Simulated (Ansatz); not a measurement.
Te2Mo:
```cif
data_Mo2Te4
_chemical_formula_sum 'Te4 Mo2'
_space_group_name_H-M_alt 'P63/mmc'
_space_group_IT_number 194
_space_group_name_Hall '-P 6c 2c'
_cell_length_a 3.49662
_cell_length_b 3.49662
_cell_length_c 13.70009
_cell_angle_alpha 90.000
_cell_angle_beta 90.000
_cell_angle_gamma 120.000
loop_
_atom_site_label
_atom_site_type_symbol
_atom_site_symmetry_multiplicity
_atom_site_Wyckoff_symbol
_atom_site_fract_x
_atom_site_fract_y
_atom_site_fract_z
_atom_site_occupancy
Te1 Te 4 f 0.33333 0.66667 0.11735 1
Mo1 Mo 2 d 0.66667 0.33333 0.25000 1
```

Relaxed with PBE+D3(BJ).

### Question
Decompose the optical modes at the zone centre into irreducible representations, and say which are infrared and Raman allowed.

### Answer
Point group 6/mmm: Γ_opt = A1g + A2u + 2B1g + B2u + E1g + E1u + 2E2g + E2u. Infrared: A2u, E1u. Raman: A1g, E1g, E2g.

### Question
Assign frequencies (DFPT, the program Ansatz at the PBE+D3(BJ) level (PAW); without the LO–TO term).

### Answer
E2g 31, B1g 46, E2u 116, E1g 119, B2u 170, A1g 177, E1u 234, E2g 234, A2u 284, B1g 290 cm⁻¹.

Subscripts of B labels follow the axes of the standard setting.

Space group P6_3/mmc. Symmetry was held in the PBE+D3(BJ) relaxation; of distortions, only those at the zone centre were tested. The run is not spin-polarised. Scalar-relativistic: spin–orbit coupling is off unless named, which matters more the heavier the elements.

Potentials: the later of the program's two PAW sets.
